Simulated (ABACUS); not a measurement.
Band structure of CdS (P6_3mc, 4 atoms in the cell; from Materials Project mp-672, lattice scaled a little).

```yaml
crystal:
  lattice:
    - [4.08088, 0.00000, 0.00000]
    - [-2.04044, 3.53414, 0.00000]
    - [0.00000, 0.00000, 6.63657]
  atoms:
    - { symbol: Cd, position: [0.66667, 0.33333, 0.50022] }
    - { symbol: Cd, position: [0.33333, 0.66667, 0.00022] }
    - { symbol: S, position: [0.66667, 0.33333, 0.87678] }
    - { symbol: S, position: [0.33333, 0.66667, 0.37678] }
```

All values come from this method and carry its errors: PBE, PseudoDojo 0.5 standard norm-conserving PBE (tails mended) pseudopotentials (plane waves; ABACUS).

Settings: KPT = MP 5 5 3 0 0 0; basis_type = pw; dft_functional = PBE; ecutwfc = 102 Ry; smearing_method = fd; smearing_sigma = 0.00146997 Ry; potentials = PseudoDojo 0.5 standard norm-conserving PBE (tails mended); symmetry = 1; symmetry_prec = 1e-05; nbands = 38; ks_solver = cg; scf_nmax = 100; scf_thr = 1.0e-09 Ry; mixing_type = broyden.

The structure comes from a collection of computed structures, made at another level of theory; the collection holds predicted forms beside known ones. Its lattice was then scaled.

Task: Predict the gap along the standard path and the places of the band edges.

Result: The gap along the path is 1.31 eV, direct at Γ to within 0.01 eV.

Points are given in units of this cell's reciprocal vectors. Levels in eV from the top of the valence band on the path, bands 23 to 30:
```tsv
point	23	24	25	26	27	28	29	30
Γ (0 0 0)	-0.81	-0.05	0.00	0.00	1.31	2.84	6.46	6.46
M (0.5 0 0)	-2.82	-2.01	-1.39	-0.81	3.81	3.88	5.08	6.54
K (0.333 0.333 0)	-3.31	-1.97	-1.97	-1.76	4.57	5.26	5.26	7.23
A (0 0 0.5)	-0.42	-0.42	-0.42	-0.42	2.94	2.94	6.21	6.21
L (0.5 0 0.5)	-1.45	-1.45	-1.42	-1.42	3.51	3.51	5.39	5.39
H (0.333 0.333 0.5)	-2.60	-2.60	-1.20	-1.20	4.47	4.47	6.10	6.10
```

“Tails mended”: in these copies of the files the far tail of each local potential was reset to the Coulomb form.
